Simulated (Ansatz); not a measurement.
In plane-wave PAW r²SCAN (Ansatz code), C in the cubic phase (Ia-3; C on 16c) relaxes to a = 4.469 Å.

It is gapped at this level: 2.72 eV (direct). The valence maximum lies at H and the conduction minimum at H. HSE06 on the same cell gives 3.66 eV. Electrons at the band edge weigh 0.41 mₑ (isotropic).

The bulk modulus is 3990 kbar. The relaxed-ion elastic constants in GPa are C11 = 1140, C12 = 31.6, C44 = 524. The elastic constants imply a Debye temperature near 2230 K.

The start of the workflow was typed in or built on a structure type; neither database checked (COD, Materials Project) lists it. It is not the phase usual at ambient conditions (space group No. 194, 227). The cell was relaxed with r²SCAN under the symmetry of its start; its stability against distortions is not shown here.

Potentials: the earlier of the program's two PAW sets.
